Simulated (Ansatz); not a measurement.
## Mechanical response of YTl (Pm-3m)

```yaml
crystal:
  lattice:
    - [3.73607, 0.00000, 0.00000]
    - [0.00000, 3.73607, 0.00000]
    - [0.00000, 0.00000, 3.73607]
  atoms:
    - { symbol: Y, position: [0.50000, 0.50000, 0.50000] }
    - { symbol: Tl, position: [0.00000, 0.00000, 0.00000] }
```

Unless marked otherwise, the numbers come from PBEsol, all-electron LAPW in Ansatz 0.2.0, scalar-relativistic. k mesh 12×12×12, Fermi-Dirac smearing of 0.050 eV, basis error target 1 meV/atom. The cell was relaxed by PAW under this functional.

The cell is cubic and carries a residual pressure of 0.00 GPa at this level. Each strain component that symmetry leaves independent is applied at ±0.005, the ions relax wherever a strain frees them, and the stress (tension positive, GPa) is read. Shears are engineering strains, γ = 2ε.

```json
{"strain": "xx", "size": "-0.005", "σxx": "-0.3596", "σyy": "-0.2930", "σzz": "-0.2930", "σyz": "0.0000", "σxz": "0.0000", "σxy": "0.0000"}
{"strain": "xx", "size": "+0.005", "σxx": "0.3453", "σyy": "0.2831", "σzz": "0.2831", "σyz": "0.0000", "σxz": "0.0000", "σxy": "0.0000"}
{"strain": "yz", "size": "-0.005", "σxx": "-0.0039", "σyy": "-0.0037", "σzz": "-0.0037", "σyz": "-0.1903", "σxz": "0.0000", "σxy": "0.0000"}
{"strain": "yz", "size": "+0.005", "σxx": "-0.0039", "σyy": "-0.0037", "σzz": "-0.0037", "σyz": "0.1903", "σxz": "0.0000", "σxy": "0.0000"}
```

A central difference gives one constant, for example C11 ≈ (0.3453 − (-0.3596))/(0.01) = 70.5 GPa; the program then imposes the crystal's symmetry on the whole matrix.

Q: What are the independent elastic constants?

A: C11 = 70.5, C12 = 57.6, C44 = 38.1 GPa.

Q: Do they meet the Born conditions?

A: C11 − C12 = 12.9, C11 + 2C12 = 185.7 and C44 = 38.1 GPa must all be positive, so the crystal is elastically stable; that says nothing yet of its phonons.

Q: What moduli does a random aggregate of grains have?

A: B = (C11 + 2C12)/3 = 61.9 GPa. G_V = (C11 − C12 + 3C44)/5 = 25.4 and G_R = 5(C11 − C12)C44/(4C44 + 3(C11 − C12)) = 12.8, so G_H = 19.1 GPa. Then E = 9BG/(3B + G) = 52.0 GPa, ν = (3B − 2G)/(6B + 2G) = 0.360 and B/G = 3.24, on the ductile side of Pugh's 1.75 (a rule of thumb).

Q: With the density of 9.339 g/cm³, how fast does sound travel, and what Debye temperature follows?

A: 

| direction | slow (m/s) | middle (m/s) | fast (m/s) |
| --- | --- | --- | --- |
| [100] | 2019 | 2019 | 2747 |
| [110] | 830 | 2019 | 3306 |
| [111] | 1348 | 1348 | 3473 |

The mean of v⁻³ over directions and branches gives v_m = 1535 m/s and θ_D = (ħ/k_B) v_m (6π²n)^(1/3) = 154 K, n being atoms per volume. Young's modulus spans 19 to 95 GPa over directions, and the universal anisotropy index is 4.90.

Q: How far do the constants move if PAW replaces LAPW in the same cell?

A: 

```tsv
constant	LAPW (GPa)	PAW (GPa)	difference
C11	70.5	70.4	-0.1
C12	57.6	57.6	0.0
C44	38.1	38.0	-0.1
```

Q: How far do the constants move if all-electron PAW (datasets made for the crystal) replaces LAPW in the same cell?

A: 

```
constant  LAPW (GPa)  all-electron PAW (datasets made for the crystal) (GPa)  difference
     C11        70.5                                                    70.5         0.0
     C12        57.6                                                    57.6         0.0
     C44        38.1                                                    38.0        -0.1
```

Q: What happens at 10 GPa (cell relaxed there)?

A: The volume falls to 0.8868 of its value, and C11 = 118.3, C12 = 102.9, C44 = 61.6 GPa (slopes of the stress), in this structure whether or not another phase takes over.

Limits of these numbers: responses of metals move with mesh and smearing; no spin-orbit coupling on heavy atoms; the frozen-core PAW files of the compared runs were fitted under PBE, their cores solved anew for this functional.
